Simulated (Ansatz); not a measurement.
Input file for Ansatz (an electronic-structure program):

Ansatz 0.2 input:
```yaml
crystal:
  lattice:
    - [-1.6406995372, 1.6406995372, 1.6406995372]
    - [1.6406995372, -1.6406995372, 1.6406995372]
    - [1.6406995372, 1.6406995372, -1.6406995372]
  atoms:
    - { symbol: Ta, position: [0.0, 0.0, 0.0] }
kpoints:
  mp_grid: { grid: [13, 13, 13] }
  band_path:
    path:
      - [[0.0, 0.0, 0.0], [0.5, -0.5, 0.5], [0.0, 0.0, 0.5], [0.0, 0.0, 0.0], [0.25, 0.25, 0.25], [0.5, -0.5, 0.5]]  # Γ-H-N-Γ-P-H
      - [[0.25, 0.25, 0.25], [0.0, 0.0, 0.5]]  # P-N
    npoints: 12
basis: { xc_grid: 2 }
hamiltonian:
  xc: pbesol
  pseudopotentials: { azcp: { folder: ./paw }, kind: paw_fr }
magnetization: { noncollinear: true, spin_orbit: true }
scf:
  n_extra_bands: 13
  convergence: { dr2_threshold: 0.0000000001 }
  occupations: { method: gaussian, width: 0.05 }
output: { eigenvalues: true }
```

Output (shortened):

```
Pseudopotential: Ta, paw, valence charge 13
Functional definition: PBEsol
non-collinear run that drives no moment, with spin-orbit …
Crystal: 1 atoms, lattice volume = 17.666 Å³
Basis set: ecut = 420 eV, 369 PW (Γ), exchange–correlation on 40×40×40 points (8 copies of the dense FFT grid, shifted against one another)
Bands: 26, of which v1, the nominal top of the filled ones, is band 13 counted from 1 (12 counted from 0)
Symmetry: 48 space group operations + 48 with time reversal
k-points: 84 of 2197
Projection manifold: j_resolved (fully-relativistic pseudo-atomic orbitals)
SCF iter   1: F=—  HF=-9829.679404 eV  |F-HF|=—  |Δ(HF+E_count)|=         —  Δρ=4.38e-2  dr2=3.62e-1  dr2_m=0.00e0 (ungated)  ethr=3.10e-3  |M|=0.00e0 ∫|m|=0.00e0 μB  |m|>n=0.0e0 m-floor=0.0e0 τ_xc=0.0e0  β_m=0.30  ⟨swp⟩=6.0  Hψ=5468  notcnv=0  defer=80
preconditioner: auto → none
SCF iter   2: F=—  HF=-9829.567395 eV  |F-HF|=—  |Δ(HF+E_count)|=   1.12e-1  Δρ=2.55e-2  dr2=1.05e-1  dr2_m=0.00e0 (ungated)  ethr=2.78e-3  |M|=0.00e0 ∫|m|=0.00e0 μB  |m|>n=0.0e0 m-floor=0.0e0 τ_xc=0.0e0  β_m=0.47  ⟨swp⟩=2.0  Hψ=1690  notcnv=0  defer=544
SCF iter   3: F=—  HF=-9829.529513 eV  |F-HF|=—  |Δ(HF+E_count)|=   3.79e-2  Δρ=5.67e-3  dr2=1.80e-3  dr2_m=0.00e0 (ungated)  ethr=8.11e-4  |M|=0.00e0 ∫|m|=0.00e0 μB  |m|>n=0.0e0 m-floor=0.0e0 τ_xc=0.0e0  β_m=0.68  ⟨swp⟩=2.4  Hψ=1474  notcnv=0  defer=574
SCF iter   4: F=—  HF=-9829.529579 eV  |F-HF|=—  |Δ(HF+E_count)|=   6.58e-5  Δρ=3.46e-4  dr2=1.95e-5  dr2_m=0.00e0 (ungated)  ethr=1.39e-5  |M|=0.00e0 ∫|m|=0.00e0 μB  |m|>n=0.0e0 m-floor=0.0e0 τ_xc=0.0e0  β_m=0.67  ⟨swp⟩=1.9  Hψ=1149  notcnv=0  defer=574
SCF iter   5: F=—  HF=-9829.529574 eV  |F-HF|=—  |Δ(HF+E_count)|=   5.15e-6  Δρ=5.19e-5  dr2=9.67e-8  dr2_m=0.00e0 (ungated)  ethr=1.50e-7  |M|=0.00e0 ∫|m|=0.00e0 μB  |m|>n=0.0e0 m-floor=0.0e0 τ_xc=0.0e0  β_m=0.81  ⟨swp⟩=2.8  Hψ=1311  notcnv=0  defer=574
SCF iter   6: F=—  HF=-9829.529573 eV  |F-HF|=—  |Δ(HF+E_count)|=   1.09e-6  Δρ=4.16e-6  dr2=2.04e-9  dr2_m=0.00e0 (ungated)  ethr=7.44e-10  |M|=0.00e0 ∫|m|=0.00e0 μB  |m|>n=0.0e0 m-floor=0.0e0 τ_xc=0.0e0  β_m=0.78  ⟨swp⟩=1.6  Hψ=1000  notcnv=0  defer=574
SCF iter   7: F=-9829.529573 eV  HF=-9829.529573 eV  |F-HF|=1.64e-11  |Δ(HF+E_count)|=  4.26e-10  Δρ=7.13e-7  dr2=3.79e-11  dr2_m=0.00e0 (ungated)  ethr=1.00e-12  |M|=0.00e0 ∫|m|=0.00e0 μB  |m|>n=0.0e0 m-floor=0.0e0 τ_xc=0.0e0  ⟨swp⟩=7.8  Hψ=4639  notcnv=0
SCF 1 converged in 7 iterations: F = -9829.529573 eV  dr2 = 3.79e-11
NSCF: frozen V_eff on 74 k-points
SCF converged after 7 iterations
Magnetization: |M| = 0.0000 μB,  M = (+0.0000, +0.0000, +0.0000) μB
Absolute magnetization: 0.0000 μB (∫|m|)
  site 0: m = (+0.0000, +0.0000, +0.0000) μB, |m| = 0.0000 μB  (R = 1.17 Å)
Free energy (F): -9829.529573 eV
Harris-Foulkes:  -9829.529573 eV  (|F-HF|=1.64e-11)
Internal energy: -9829.527110 eV  (E = F + TS)
E sigma→0 (E₀):  -9829.528341 eV
Entropy (-TS):   -0.002463 eV (-2.463 meV/atom)
Fermi energy:    18.663873 eV
--- Per-component energies (eV) ---
  E_band       = -104.256547
  E_kinetic    = 390.626989
  E_local      = -539.092002  (includes V_loc(G=0)·N_el)
  E_nonlocal   = -7.818212
  E_hartree    = 195.232584
  E_xc         = -317.126711
  E_vxc        = -231.540797  (∫ρ·V_xc dr)
  E_paw        = -8202.110714  (= ΣΔE_a)
  E_vpaw       = -106.897876  (= ΣTr[D̂ρ^β])
  E_aug_tail   = 0.000071  (compensation charges beyond the density's cutoff)
  E_ewald      = -1349.458003
  E_core_change = 0.218887  (= ΣΔE_core)
  E_smearing   = -0.002463  (= −TS)
  E_closure    =  0.000000  (closes the sum)
  Σ components = -9829.529573   (vs F -9829.529573, Δ=0.00e0)
  [band-id]    e_kinetic+e_local+e_nonlocal+2·e_hartree+e_vxc+e_vpaw+e_augmentation_tail = -104.256657   (vs E_band -104.256547, Δ=-1.10e-4)
--- Band table (eV; the first three rows and the last of 84) ---
  k-point 0: bands = ["-48.1314", "-48.1314", "-20.6298", "-20.6298", "-11.6307", "-11.6307", "-11.6307", "-11.6307", "10.7573", "10.7573", "19.3099", "19.3099", "19.3099", "19.3099", "19.7326", "19.7326", "22.8551", "22.8551", "22.8551", "22.8551", …
  k-point 1: bands = ["-48.1241", "-48.1241", "-20.6504", "-20.6504", "-11.7020", "-11.7020", "-11.6443", "-11.6443", "11.0268", "11.0268", "19.1953", "19.1953", "19.3508", "19.3508", "19.8392", "19.8392", "22.5756", "22.5756", "22.8571", "22.8571", …
  k-point 2: bands = ["-48.1039", "-48.1039", "-20.7079", "-20.7079", "-11.8944", "-11.8944", "-11.6818", "-11.6818", "11.7774", "11.7774", "18.8042", "18.8042", "19.1116", "19.1116", "20.5399", "20.5399", "22.1705", "22.1705", "22.8932", "22.8932", …
  k-point 83: bands = ["-47.9115", "-47.9115", "-21.1815", "-21.1815", "-12.6769", "-12.6769", "-12.6651", "-12.6651", "14.8815", "14.8815", "14.9152", "14.9152", "24.4177", "24.4177", "25.1053", "25.1053", "25.7506", "25.7506", "26.5727", "26.5727", …
```

Cost: roughly 6 core-seconds on shared cores.

Space group Im-3m (bcc (W type)). Symmetry was held in the PBEsol relaxation. No spin polarisation was allowed.

Potentials: the earlier of the program's two PAW sets.

Ansatz is a plane-wave DFT program.
